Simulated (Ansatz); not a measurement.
# Ansatz run, MnGaP

input.yaml (Ansatz 0.2.0)

```yaml
crystal:
  lattice:
    - [3.8126, 0.0, 0.0]
    - [0.0, 3.8126, 0.0]
    - [0.0, 0.0, 6.857315]
  atoms:
    - { symbol: Ga, position: [0.0, 0.5, 0.644] }
    - { symbol: Ga, position: [0.5, 0.0, 0.356] }
    - { symbol: P, position: [0.0, 0.5, 0.182] }
    - { symbol: P, position: [0.5, 0.0, 0.818] }
    - { symbol: Mn, position: [0.0, 0.0, 0.0] }
    - { symbol: Mn, position: [0.5, 0.5, 0.0] }
  symmetry: { tolerance: 0.0003 }
kpoints:
  mp_grid: { grid: [9, 9, 5], shift: [0, 0, 0] }
  band_path:
    path:
      - [0.0, 0.0, 0.0]
      - [0.0, 0.5, 0.0]
      - [0.5, 0.5, 0.0]
      - [0.0, 0.0, 0.0]
      - [0.0, 0.0, 0.5]
      - [0.0, 0.5, 0.5]
      - [0.5, 0.5, 0.5]
      - [0.0, 0.0, 0.5]
      - [0.0, 0.5, 0.0]
      - [0.0, 0.5, 0.5]
      - [0.5, 0.5, 0.0]
    npoints: 6
magnetization:
  spin_polarized: false
scf:
  occupations: { method: fermi_dirac }
  lower_state_search: "off"
  max_iter: 200
hamiltonian:
  pseudopotentials: { kind: paw }
  xc: pbe
basis:
  ecutwfc: 420
  fft_grid_basis: typed
output:
  forces: true
  stress: true
  eigenvalues: true
  bader: true
  populations: true
  elf: true
  write_potential: true
  volumetric_format: npy
  dos:
    e_range: [-12, 8]
    de: 0.05
    projected: { site_lists: { Ga: [Ga], Mn: [Mn], P: [P] } }
checkpoint:
  read: saved_state
```

The saved state is an earlier solution for the same cell, perhaps on another mesh. 

Parts of the output:

```
Pseudopotentials: kind: paw
Pseudopotential: Ga, paw, valence charge 13, recommended cutoff 420 eV (normal), Ga.paw.azcp
Pseudopotential: P, paw, valence charge 5, recommended cutoff 420 eV (normal), P.paw.azcp
Pseudopotential: Mn, paw, valence charge 15, recommended cutoff 420 eV (normal), Mn.paw.azcp
Functional definition: PBE
  exchange = pbe_x(kappa = kappa, mu = beta*pi^2/3)
  correlation = pbe_c(beta = beta)
Crystal: 6 atoms, lattice volume = 99.677 Å³
Basis set: ecut = 420 eV, 1951 PW (Γ), exchange–correlation on 54×54×96 points (8 copies of the dense FFT grid, shifted against one another)
Bands: 40, of which v1, the nominal top of the filled ones, is band 33 counted from 1 (32 counted from 0)
Symmetry: 16 space group operations
Space group: P4/nmm (ITA 129), of the structure as read, at distance tolerance 1.4e-3 Å
k-points: 45 of 405
Initial density: read from a saved state, or passed on in memory by an earlier SCF of this step, an earlier step, the calling program or the single point that the run made first
Functional: x = pbe(κ = 0.804, μ = 0.2195), c = pbe(β = 0.0667)
Free energy (F): -16875.5663 eV
Harris-Foulkes:  -16875.5663 eV  (|F-HF|=5.25e-9)
Internal energy: -16875.3037 eV  (E = F + TS)
E sigma→0 (E₀):  -16875.4350 eV
Entropy (-TS):   -0.2626 eV (-43.767 meV/atom)
Fermi energy:    10.6964 eV
--- Per-component energies (eV) ---
  E_band       = -590.4318
  E_kinetic    = 989.6010
  E_local      = -9262.5643  (includes V_loc(G=0)·N_el)
  E_nonlocal   = 1389.2320
  E_hartree    = 4122.2961
  E_xc         = -492.2836
  E_vxc        = -532.8340  (∫ρ·V_xc dr)
  E_paw        = -7705.8756  (= ΣΔE_a)
  E_vpaw       = -1418.4656  (= ΣTr[D̂ρ^β])
  E_aug_tail   = -0.0003  (compensation charges beyond the density's cutoff)
  E_ewald      = -5915.7091
  E_smearing   = -0.2626  (= −TS)
--- Forces (eV/Å), atoms counted from 1 ---
  atom   1  Ga     0.0000     0.0000     0.1793
  atom   2  Ga     0.0000     0.0000    -0.1793
  atom   3  P      0.0000     0.0000    -0.8906
  atom   4  P      0.0000     0.0000     0.8906
  atom   5  Mn     0.0000     0.0000     0.0000
  atom   6  Mn     0.0000     0.0000     0.0000
--- Stress (GPa, compression-positive) ---
       -2.6594       0.0000       0.0000
        0.0000      -2.6594       0.0000
        0.0000       0.0000      -4.6625
  P = ⅓ Tr σ = -3.3271 GPa (-33.271 kbar)
--- Löwdin populations: 6 sites ---
  site symbol       q [e]
     0     Ga     13.1356
     1     Ga     13.1356
     2      P      5.0027
     3      P      5.0027
     4     Mn     14.6165
     5     Mn     14.6165
  spilling = 0.0074 (of n_electrons = 66.0000)
--- Bader charges: 6 sites ---
  site symbol  charge [e]  shift [e]
     0     Ga      0.3920     0.0000
     1     Ga      0.3920     0.0000
     2      P     -0.8593     0.0029
     3      P     -0.8593     0.0029
     4     Mn      0.4673     0.0029
     5     Mn      0.4673     0.0029
```

Origin: a known structure type with other elements, at an estimated volume, so it need not be a known compound. Caveats: no spin polarisation, so a magnetic state may lie lower.
